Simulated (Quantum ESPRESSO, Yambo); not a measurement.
Cs2WO2F4 (space group C2/m, No. 12): one geometry, one set of norm-conserving PBEsol (Quantum ESPRESSO, 84 Ry, scalar-relativistic) orbitals, self-energies from Yambo (2×2×2 Γ-centred k mesh, bands 2 to 320 and a 8 Ry block in the screening, 320 bands in G with the Bruneval-Gonze terminator, plasmon pole fitted at 27.2 eV).

```json
[
 {"level": "PBEsol (Quantum ESPRESSO)", "gap (0, -0.5, -0.5) → (-0.5, -0.5, 0) (eV)": "2.41", "direct gap at (0, 0, -0.5) (eV)": "2.44"},
 {"level": "exchange only (Hartree-Fock self-energy on PBEsol orbitals)", "gap (0, -0.5, -0.5) → (-0.5, -0.5, 0) (eV)": "?", "direct gap at (0, 0, -0.5) (eV)": "?"},
 {"level": "static COHSEX@PBEsol", "gap (0, -0.5, -0.5) → (-0.5, -0.5, 0) (eV)": "6.60", "direct gap at (0, 0, -0.5) (eV)": "6.64"},
 {"level": "G0W0@PBEsol, plasmon pole", "gap (0, -0.5, -0.5) → (-0.5, -0.5, 0) (eV)": "?", "direct gap at (0, 0, -0.5) (eV)": "?"}
]
```

Q: Complete the blanks.

A: 
- exchange only (Hartree-Fock self-energy on PBEsol orbitals), gap (0, -0.5, -0.5) → (-0.5, -0.5, 0) (eV): 14.05
- exchange only (Hartree-Fock self-energy on PBEsol orbitals), direct gap at (0, 0, -0.5) (eV): 14.03
- G0W0@PBEsol, plasmon pole, gap (0, -0.5, -0.5) → (-0.5, -0.5, 0) (eV): 5.49
- G0W0@PBEsol, plasmon pole, direct gap at (0, 0, -0.5) (eV): 5.52

Bare exchange has no screening and gives the widest gap; static COHSEX screens it but leaves out the frequency dependence, which G0W0 restores. All rows use the PBEsol edge points; in the exchange only run other k points give a smaller gap, 13.99 eV.

Nearest settings tried, and what they do to the gap: 206 bands in W, 206 bands in G: +48 meV; 3 Ry block (103 vectors against 449): +43 meV. Not varied: mesh. So the settings aren't converged at that level. The k mesh is coarse.

Spin-orbit coupling is not included.

Geometry of the Materials Project entry, not relaxed at this level; primitive cell a = 6.3426 Å, b = 6.3426 Å, c = 4.9703 Å, α = 91.21°, β = 91.21°, γ = 58.62°.

The structure is a Materials Project entry; no match was found in the copy of COD used, and its stability was not checked.
